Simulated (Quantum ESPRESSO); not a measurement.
Inputs of pw.x and gipaw.x (a modified build of Quantum ESPRESSO, PBE) for SrCl2; the starting potential comes from an earlier run on another mesh:

```
&CONTROL
  calculation = 'scf'
  prefix = 'x'
  pseudo_dir = './pseudo'
  outdir = './out'
  tprnfor = .true.
/
&SYSTEM
  ibrav = 0
  nat = 3
  ntyp = 2
  ecutwfc = 50
  ecutrho = 200
  occupations = 'fixed'
  nbnd = 12
/
&ELECTRONS
  conv_thr = 1e-11
  startingpot = 'file'
/
ATOMIC_SPECIES
Sr 87.620 Sr.GGA_PBE-JTH.UPF
Cl 35.450 Cl.GGA_PBE-JTH.UPF
CELL_PARAMETERS angstrom
    0.000000000000     3.499745000000     3.499745000000
    3.499745000000     0.000000000000     3.499745000000
    3.499745000000     3.499745000000     0.000000000000
ATOMIC_POSITIONS crystal
Sr     0.000000000000     0.000000000000     0.000000000000
Cl     0.750000000000     0.750000000000     0.750000000000
Cl     0.250000000000     0.250000000000     0.250000000000
K_POINTS automatic
4 4 4 1 1 1
```

```
&INPUTGIPAW
  job = 'nmr'
  prefix = 'x'
  tmp_dir = './out/'
  restart_mode = 'from_scratch'
  pawproj(1) = .true.
  pawproj(2) = .true.
  use_nmr_macroscopic_shape = .false.
/
```

The cell comes from the Materials Project (a computed structure). It is SrCl2 in Fm-3m; whether this form has been observed was not checked. Stability against distortions was not tested.

Task: Predict the shielding tensors that the run ends with.

Result: 
```
     Total NMR chemical shifts in ppm: ---------------------------------------
     (adopting the Simpson convention for anisotropy and asymmetry)-----------

     Atom  1  Sr  pos: (  0.000000  0.000000  0.000000)  Total sigma:        2939.42
          2939.4204          0.0000          0.0000
             0.0000       2939.4204          0.0000
             0.0000          0.0000       2939.4204

     Sr      1    anisotropy:      0.00    eta:    0.0000
     Sr      1    sigma_11=   2939.42
     Sr      1    sigma_22=   2939.42
     Sr      1    sigma_33=   2939.42

     Atom  2  Cl  pos: (  1.060660  1.060660  1.060660)  Total sigma:         741.02
           741.0222         -0.0000         -0.0000
            -0.0000        741.0222         -0.0000
            -0.0000         -0.0000        741.0222

     Cl      2    anisotropy:     -0.00    eta:    0.0000
     Cl      2    sigma_11=    741.02
     Cl      2    sigma_22=    741.02
     Cl      2    sigma_33=    741.02

     Atom  3  Cl  pos: (  0.353553  0.353553  0.353553)  Total sigma:         741.02
           741.0222         -0.0000         -0.0000
             0.0000        741.0222         -0.0000
            -0.0000         -0.0000        741.0222

     Cl      3    anisotropy:      0.00    eta:    0.0000
     Cl      3    sigma_11=    741.02
     Cl      3    sigma_22=    741.02
     Cl      3    sigma_33=    741.02
```
The printed anisotropy is 3/2 (σ_33 − σ_iso) in the program's own order; the axes are left out here. All sites are cubic, so the anisotropy vanishes by symmetry. These are absolute shieldings with no macroscopic susceptibility term; δ = σ_ref − σ needs a reference computed alike. In our sweeps, cutoffs and meshes of this size left a few ppm, and up to some 20 ppm on atoms from Zn on. Spin–orbit coupling is left out; its weight grows with the heaviest atom, Sr here. The datasets of Cl hold no d projectors, which limits absolute σ on these atoms.
